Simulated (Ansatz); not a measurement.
**Equation of state of gold, simple cubic**

All numbers below come from DFT, BLYP, plane waves (420 eV) with PAW, scalar-relativistic (Ansatz 0.2.0). The PAW files were generated under PBE, with cores re-solved for the functional.

The cell is scaled uniformly from the relaxed one, with fractional coordinates and shape fixed. Energies are extrapolated to zero smearing, pressures are those at the given smearing. Magnetic state: spin not included.

```csv
V (Å³/atom),E − E₀ (meV/atom),P (GPa)
19.648,110.4,15.15
20.542,44.3,8.71
21.435,10.0,3.77
22.328,0.0,0.01
23.221,8.4,-2.85
24.114,30.6,-5.01
25.007,63.3,-6.63
```

(1) Fit a third-order Birch-Murnaghan equation.

Answers

(1) V₀ = 22.33 Å³/atom, B₀ = 82 GPa, B₀′ = 5.9.
